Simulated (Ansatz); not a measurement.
AlRu (rock salt, Fm-3m), plane-wave PAW PBE (Ansatz code), all energies at zero smearing, with the estimated change up to a 700 eV cutoff added, with one set of potentials and settings (totals compare only within such a set). Cell of 2 atoms (1 Ru, 1 Al): -6415.935 eV.

```
element                reference phase  E (eV/atom)
-------  -----------------------------  -----------
Ru       P6_3/mmc, 2 atoms in the cell   -5878.7331
Al          Fm-3m, 1 atoms in the cell    -537.5055
```

Formation energy per atom, worked out: (-6415.935 − 1×(-5878.7331) − 1×(-537.5055))/2 = 0.152 eV/atom (15 kJ per mol of atoms), at 0 K, without zero-point energy or fitted corrections.

The start of the workflow was typed in or built on a structure type; neither database checked (COD, Materials Project) lists it. COD files the formula under space group No. 221. Its standing as an ambient phase is unchecked. The cell was relaxed with PBE under the symmetry of its start; its stability against distortions is not shown here. The run is not spin-polarised. Its formation energy is positive at this level, so the cell may be metastable or incomplete. The references are the lowest solids computed at this level, not always the standard phases.

Potentials: the earlier of the program's two PAW sets.
